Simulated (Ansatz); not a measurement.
HfPt3:
```
CELL_PARAMETERS angstrom
      4.00700     0.00000     0.00000
      0.00000     4.00700     0.00000
      0.00000     0.00000     4.00700
ATOMIC_POSITIONS crystal
  Hf 0.00000 0.00000 0.00000
  Pt 0.50000 0.50000 0.00000
  Pt 0.00000 0.50000 0.50000
  Pt 0.50000 0.00000 0.50000
```

Relaxed with r²SCAN. Special points in fractions of this cell's reciprocal vectors: Γ (0.000, 0.000, 0.000); X (0.000, 0.500, 0.000); M (0.500, 0.500, 0.000); R (0.500, 0.500, 0.500).

**Question.** List the band energies nearest the Fermi level at these points for r²SCAN (plane waves, PAW; program Ansatz).

**Answer.** In eV from the Fermi level; about four levels below and three above (degenerate sets whole), none deeper than 8.9 eV; points with the same levels are listed once.

```
k                                below                above
-  -----------------------------------  -------------------
Γ              -1.30 -0.68 -0.68 -0.68       1.24 1.24 1.24
X              -3.26 -3.26 -2.07 -0.68       0.20 0.20 1.58
M        -3.64 -3.64 -3.23 -3.07 -2.78  0.76 0.76 1.05 1.05
R  -1.17 -1.17 -1.17 -0.90 -0.90 -0.90       1.49 1.49 1.49
```

Space group Pm-3m (Cu3Au type). The first step of the workflow began from a Materials Project structure, measured or hypothetical; the Crystallography Open Database copy checked does not list it. COD files the formula under space group No. 194. Its standing as an ambient phase is unchecked. The r²SCAN relaxation kept the symmetry of its start; its stability against distortions is not shown here. The run is not spin-polarised. Scalar-relativistic: spin–orbit coupling is off unless named, which matters more the heavier the elements.

Potentials: the later of the program's two PAW sets.
